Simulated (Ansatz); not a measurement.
## Elastic constants of NaLiCl2: input and output

These are results of Ansatz, DFT LDA, scalar-relativistic, plane waves, PAW, not measurements.

It can be run as:
```bash
ansatz run input.yaml --threads 1 --pin off --backend cpu --events-out ev --progress --plain --runs-dir out  # memory cap (--max-ram) not shown
```

Input (bare energies are in eV):
```yaml
crystal:
  lattice:
    - [1.8369329624, 1.0605537403, 6.0865996775]
    - [-1.8369329624, 1.0605537403, 6.0865996775]
    - [0.0, -2.1211074807, 6.0865996775]
  atoms:
    - { symbol: Na, position: [0.0, 0.0, 0.0] }
    - { symbol: Li, position: [0.5, 0.5, 0.5] }
    - { symbol: Cl, position: [0.7575972094, 0.7575972094, 0.7575972094] }
    - { symbol: Cl, position: [0.2424027906, 0.2424027906, 0.2424027906] }
basis:
  ecutwfc: 420
kpoints:
  mp_grid: { grid: [9, 9, 9] }
hamiltonian:
  xc: lda
scf:
  occupations: { method: fixed }
output:
  forces: true
  stress: true
  eigenvalues: true
elastic:
  mode: clamped_ion
```

From the output:
```
--- Elastic constants: 3 strain directions × 4 members + reference (group order 12) ---
  dense FFT box of the reference and of every strained cell: 45×45×45
  strains applied: 11, 33, 23; error gains: componentwise 1.00 (the most a stress slope's error grows in a printed constant), spectral 1.41 (1 for all six strains in a standard setting)
  C = ∂σ_k/∂η_j (tension-positive GPa; Voigt order 11 22 33 23 13 12):
        62.662     20.354     23.883      3.874      0.000      0.000
        20.354     62.662     23.883     -3.874      0.000      0.000
        23.886     23.886     64.872      0.000      0.000      0.000
         3.874     -3.874      0.000     25.146      0.000      0.000
         0.000      0.000      0.000      0.000     25.146      3.874
         0.000      0.000      0.000      0.000      3.874     21.154
  reference stress σ⁰ (GPa):     -0.006     -0.006     -0.007      0.000     -0.000     -0.000
  C* (energy form; C + prestress term) asymmetry max|C*_kj − C*_jk| = 2.574e-3 GPa — a small one proves nothing (zero by symmetry where the batch's group is 432, −43m or m−3m); a large one is finite-difference/SCF noise where every solve ...
  moduli (Voigt/Reuss/Hill, GPa): K = 36.27/36.21/36.24   G = 22.43/21.70/22.06   E = 55.03   ν = 0.247
  mechanically stable: yes (min eigenvalue of sym C = 18.79 GPa)
  strain η (Voigt 11):  stress-route row diagonal C_11 = 62.66 GPa, energy-path curvature d²(F+E_count+ΔE)/dδ²/Ω₀ = 62.65 GPa
    cells at ±δ against ±2δ: C11 62.66 and 62.67 GPa, apart by 0.01 % of the column's largest entry
         δ    σ_11 (GPa) F (eV) n_scf n_hpsi n_pw
    -4.000e-3      -0.2608       -3763.7499984       8   63555   1405
    -2.000e-3      -0.1327       -3763.7501727       3   40502   1413
     2.000e-3       0.1180       -3763.7501845       4   42292   1413
     4.000e-3       0.2406       -3763.7500250       6   47110   1413
  strain η (Voigt 33):  stress-route row diagonal C_33 = 64.87 GPa, energy-path curvature d²(F+E_count+ΔE)/dδ²/Ω₀ = 64.90 GPa
    cells at ±δ against ±2δ: C23 23.88 and 23.89 GPa, apart by 0.01 % of the column's largest entry
         δ    σ_33 (GPa) F (eV) n_scf n_hpsi n_pw
    -4.000e-3      -0.2681       -3763.7499913       8   27008   1413
    -2.000e-3      -0.1370       -3763.7501710       3   16766   1413
     2.000e-3       0.1225       -3763.7501828       5   22066   1413
     4.000e-3       0.2509       -3763.7500170       6   19402   1413
  strain η (Voigt 23):  stress-route row diagonal C_44 = 25.15 GPa, energy-path curvature d²(F+E_count+ΔE)/dδ²/Ω₀ = 25.16 GPa
    cells at ±δ against ±2δ: C24 -3.87 and -3.88 GPa, apart by 0.01 % of the column's largest entry
         δ    σ_23 (GPa) F (eV) n_scf n_hpsi n_pw
    -4.000e-3      -0.1003       -3763.7501453       8   61025   1413
    -2.000e-3      -0.0502       -3763.7502121       4   42826   1413
     2.000e-3       0.0504       -3763.7502120       4   41452   1413
     4.000e-3       0.1009       -3763.7501448       6   52996   1413
```

This structure is a trial: an element of a database structure was replaced and the cell relaxed, so another structure or a mixture of phases may lie lower.

Clamped-ion constants are upper bounds: once the atoms relax, a strain can turn out softer or unstable.